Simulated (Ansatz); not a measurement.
# Sr2TaPO6, a known structure type with other elements, at an estimated volume

```
Sr P Ta O
1.0
     0.00000    5.54794    0.00000
     5.54794    0.00000    0.00000
     2.77397    2.77397   -3.92801
Sr P Ta O
2 1 1 6
Cartesian
  2.7740 5.5479 -1.9640
  5.5479 2.7740 -1.9640
  0.0000 0.0000 0.0000
  2.7740 2.7740 0.0000
  2.7740 2.7740 -1.9648
  5.5479 5.5479 -1.9632
  1.4819 1.2910 0.0000
  4.2569 1.4819 0.0000
  4.0661 4.2569 0.0000
  1.2910 4.0661 0.0000
```

Method: r2SCAN, no spin polarisation; PAW, plane waves to 500 eV, 6×6×6 Γ-centred mesh, fermi-dirac occupations (width 0.1 eV) (Ansatz 0.2.0), atoms fixed.

Question: Give the Bader charges.

Answer: Bader charges in e: Sr +1.63, Ta +2.90, P +1.85, O -1.34. In the mean Ta gives up most and O takes most.

Question: Is there a gap, and of what kind?

Answer: The gap is 0.36 eV, indirect (the least direct gap found is 0.72 eV).

Question: What is the character of the valence top and the conduction bottom?

Answer: Within 0.7 eV of the edges, the states project mainly on O p (44 %) and P s (39 %) below the gap and on Ta d (64 %) and O p (20 %) above it.

Question: Is the cell too large or too small?

Answer: The pressure is 11.1 GPa (compression positive), so with the atoms held at these fractions the cell would first expand.

Question: Where is the largest force?

Answer: The largest is on O7 (and as large on other atoms): 0.69 eV/Å, components (0.62, 0.30, 0.00). It makes 165° with the line to a nearest neighbour, P3 at 1.97 Å, pointing away from it.

Origin: a known structure type with other elements, at an estimated volume, so it need not be a known compound.
